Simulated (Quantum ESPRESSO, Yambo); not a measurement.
For Ba$_{2}$ScTaO$_{6}$ (space group Fm-3m, No. 225), Yambo gives the independent-particle static dielectric constant along x as 5.21 on PBEsol bands and 4.41 after a scissor of 1.78 eV widens every gap (4×4×4 mesh, 124 bands, 3 Ry local-field block, 0.2 eV broadening).

Question: A scissor keeps the position matrix elements. In a one-oscillator model, how does ε − 1 scale, and what mean transition energy do the two values imply?

Answer: Each transition adds |r|²/E to ε − 1, so ε − 1 ∝ 1/(E0 + Δ). Then (4.41 − 1)/(5.21 − 1) = E0/(E0 + Δ) = 0.810, and E0 = Δ(ε' − 1)/(ε − ε') = 7.6 eV. The computed Im ε, weighted by 1/E up to 20 eV, has its mean at 8.4 eV; the smallest direct PBEsol gap is 3.03 eV. The scissor comes from a G0W0 run whose convergence isn't established. Convergence of the RPA response with its 4×4×4 mesh was not tested.

Bands from Quantum ESPRESSO.

Spin-orbit coupling is not included.

Geometry of the Materials Project entry, not relaxed at this level; primitive cell a = 5.8795 Å, b = 5.8795 Å, c = 5.8795 Å, α = 60.00°, β = 60.00°, γ = 60.00°.

The structure is a Materials Project entry; no match was found in the copy of COD used, and its stability was not checked.
